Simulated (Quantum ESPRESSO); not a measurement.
```
CELL_PARAMETERS angstrom
      0.00000     2.96997     2.96997
      2.96997     0.00000     2.96997
      2.96997     2.96997     0.00000
ATOMIC_POSITIONS crystal
  P  0.75000 0.75000 0.75000
  In 0.00000 0.00000 0.00000
```

The PBEsol cell relaxed from Materials Project entry mp-20351 was given an isotropic strain of +1 % on all lattice vectors, and the atoms were relaxed again.

What does PBEsol (Quantum ESPRESSO, PseudoDojo norm-conserving, 70 Ry, no spin-orbit coupling) give for the electronic structure near the Fermi level?

The PBEsol gap is direct, 0.40 eV at Γ. Spin-orbit splittings are left out.
